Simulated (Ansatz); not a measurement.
The cell is KCdCO3F (from a published structure); cell and atoms were relaxed with r2SCAN. It is hexagonal, P-6m2 (No. 187); conventional cell a = 5.042 Å, c = 4.424 Å, 13.91 Å³ an atom. K has 6 O at 2.75 Å and 3 F at 2.91 Å; Cd has 2 F at 2.21 Å and 6 O at 2.53 Å; C has 3 O at 1.28 Å; O has 1 C at 1.28 Å and 2 Cd at 2.53 Å and 2 K at 2.75 Å; F has 2 Cd at 2.21 Å and 3 K at 2.91 Å.

```cif
data_structure
_symmetry_space_group_name_H-M 'P-6m2'
_symmetry_Int_Tables_number 187
_cell_length_a 5.0419
_cell_length_b 5.0419
_cell_length_c 4.4241
_cell_angle_alpha 90.000
_cell_angle_beta 90.000
_cell_angle_gamma 120.000
_cell_volume 97.40
loop_
_atom_site_label
_atom_site_type_symbol
_atom_site_symmetry_multiplicity
_atom_site_Wyckoff_symbol
_atom_site_fract_x
_atom_site_fract_y
_atom_site_fract_z
_atom_site_occupancy
K1 K 1 a 0.00000 0.00000 0.00000 1
Cd1 Cd 1 f 0.66667 0.33333 0.50000 1
C1 C 1 d 0.33333 0.66667 0.50000 1
O1 O 3 k 0.18641 0.37283 0.50000 1
F1 F 1 e 0.66667 0.33333 0.00000 1
```

4 runs of Ansatz 0.2.0 on this cell differ in the functional (and in the settings that go with it). Levels are in eV from each run's valence top; v1 is the last filled band, c1 the first empty one.

Run A, mean stress 0.0 GPa (compression positive):
```tsv
point	v4	v3	v2	v1	c1	c2
Γ	-1.76	-1.49	-1.49	0.00	2.68	6.66
M	-1.98	-1.47	-1.43	-0.10	4.95	6.62
K	-1.75	-1.49	-1.40	-0.40	5.27	6.65
```

Run B, mean stress 0.0 GPa (compression positive):
```tsv
point	v4	v3	v2	v1	c1	c2
Γ	-1.80	-1.45	-1.45	-0.01	4.60	8.78
M	-2.05	-1.42	-1.39	-0.10	6.97	8.65
K	-1.80	-1.44	-1.35	-0.43	7.31	8.69
```

Run C, mean stress +0.1 GPa (compression positive):
```tsv
point	v4	v3	v2	v1	c1	c2
Γ	-1.81	-1.45	-1.45	-0.01	3.84	7.99
M	-2.05	-1.42	-1.39	-0.10	6.19	7.87
K	-1.80	-1.44	-1.36	-0.43	6.53	7.91
```

Run D, mean stress +4.1 GPa (compression positive):
```tsv
point	v4	v3	v2	v1	c1	c2
Γ	-1.76	-1.49	-1.49	0.00	2.03	5.95
M	-1.96	-1.46	-1.43	-0.10	4.31	5.99
K	-1.73	-1.49	-1.39	-0.40	4.61	6.03
```

Q: Match the runs to PBE, r2SCAN, HSE06, PBE0.

A: A is r2SCAN, B is PBE0, C is HSE06, D is PBE. In order of the gap: PBE 2.03, r2SCAN 2.68, HSE06 3.84, PBE0 4.60 eV.

Computed at 0 K without zero-point motion; spin polarisation is off.

The runs are scalar-relativistic, without spin-orbit coupling.

The stress of a hybrid is loosely converged in these runs.

The meshes of the hybrids are coarse, so their gaps aren't converged to the digits shown.
